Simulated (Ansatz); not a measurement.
Relaxed-ion elastic tensor of Fe (bcc (W type), Im-3m) in GPa (Voigt order), PBE+D3(BJ) (plane waves, PAW; program Ansatz); density 8.41 g/cm³, 11.03 Å³ per atom.

```tsv
	1	2	3	4	5	6
1	307	165	165	0.0	0.0	0.0
2	165	307	165	0.0	0.0	0.0
3	165	165	307	0.0	0.0	0.0
4	0.0	0.0	0.0	129	0.0	0.0
5	0.0	0.0	0.0	0.0	129	0.0
6	0.0	0.0	0.0	0.0	0.0	129
```

Is the crystal mechanically stable?

Yes: the smallest eigenvalue of C is 129 GPa.

Work out the Voigt, Reuss and Hill averages.

K_V = 212, K_R = 212, K_H = 212; G_V = 106, G_R = 97.2, G_H = 101 GPa.

Give Young's modulus, Poisson's ratio, Pugh's ratio and the universal anisotropy index.

E = 9KG/(3K + G) = 262 GPa; ν = 0.29; K/G = 2.09 (ductile by the Pugh limit of 1.75); A_U = 5G_V/G_R + K_V/K_R − 6 = 0.44.

Estimate the sound speeds and the Debye temperature.

v_l = √((K + 4G/3)/ρ) = 6430 m/s, v_t = √(G/ρ) = 3470 m/s, mean 3880 m/s; Θ = (h/k)(3n/4πV)^(1/3) v_m = 518 K.

Give the Zener ratio and Young's modulus along [100], [110] and [111].

A = 2C44/(C11 − C12) = 1.81; 1/E = S11 − 2(S11 − S12 − S44/2)Γ with Γ = 0, 1/4, 1/3 gives 192, 275, 321 GPa.

Symmetry was held in the PBE+D3(BJ) relaxation. The final state is ferromagnetic, chosen from 3 collinear starts compared on coarse meshes (ties went to the first, and starts can fall back to one state), not a proven ground state. Textbook magnetic order: ferromagnetic. The pairwise dispersion correction was not fitted to metals. As this level gives no gap, shear constants depend on the k-mesh and smearing (Fermi–Dirac, 0.1 eV here). On the denser mesh and wider smearing of the elastic run this cell carries a stress of 0.5 GPa.

Potentials: the later of the program's two PAW sets.
